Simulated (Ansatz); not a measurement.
CdS, 4H polytype, relaxed with r2SCAN: 7 runs in Ansatz 0.2.0, each a construction of maximally localised Wannier functions. Space group P6_3mc (No. 186), hexagonal; conventional cell a = 4.161 Å, c = 13.554 Å, 25.40 Å³ an atom. Cd has 4 S at 2.54–2.55 Å; Cd has 4 S at 2.55 Å; S has 4 Cd at 2.55 Å; S has 4 Cd at 2.54–2.55 Å. The structure was generated, not taken from experiment, and needn't be the ground state; spin polarisation is off.

```
CELL_PARAMETERS angstrom
4.16060 0.00000 0.00000
-2.08030 3.60318 0.00000
0.00000 0.00000 13.55419
ATOMIC_POSITIONS crystal
Cd 0.00000 0.00000 0.99965
Cd 0.33333 0.66667 0.24989
Cd 0.00000 0.00000 0.49965
Cd 0.66667 0.33333 0.74989
S 0.00000 0.00000 0.18764
S 0.33333 0.66667 0.43782
S 0.00000 0.00000 0.68764
S 0.66667 0.33333 0.93782
```

Windows count from the top of the filled bands; a dash means that no such window was set (without an outer window there is no disentanglement).

```csv
functional,SCF mesh,trial orbitals,functions,mesh,window (eV),frozen (eV),Ω total (Å²),Ω invariant (Å²),largest spread (Å²),least projectability,"interpolation miss of the model's filled bands (eV, to the nearest computed level)"
PBE,6×6×2,"S s, S p",16,6×6×2,–,–,33.14,31.84,2.11,0.78,0.059
PBE,6×6×2,S p,12,6×6×2,–,–,32.81,32.05,2.77,0.77,0.062
PBE,6×6×2,Cd d,20,6×6×2,–,–,19.39,19.16,1.18,0.83,0.004
r2SCAN,6×6×2,"Cd d, S p",32,6×6×2,–,–,38.65,37.23,2.15,0.83,0.037
r2SCAN,6×6×2,Cd d,20,6×6×2,–,–,19.12,18.90,1.16,0.84,0.004
```

Question: Estimate from these rows what the further settings give.

| functional | SCF mesh | trial orbitals | functions | mesh | window (eV) | frozen (eV) |
| --- | --- | --- | --- | --- | --- | --- |
| PBE | 6×6×2 | Cd d, S p | 32 | 6×6×2 | – | – |
| r2SCAN | 6×6×2 | S s, S p | 16 | 6×6×2 | – | – |

Answer:
```
functional  SCF mesh  trial orbitals  functions   mesh  window (eV)  frozen (eV)  Ω total (Å²)  Ω invariant (Å²)  largest spread (Å²)  least projectability  interpolation miss of the model's filled bands (eV, to the nearest computed level)
       PBE     6×6×2       Cd d, S p         32  6×6×2            –            –         39.65             38.08                 2.22                  0.81                                                                               0.057
    r2SCAN     6×6×2        S s, S p         16  6×6×2            –            –         32.23             30.89                 2.05                  0.79                                                                               0.039
```

The runs are scalar-relativistic, without spin-orbit coupling.
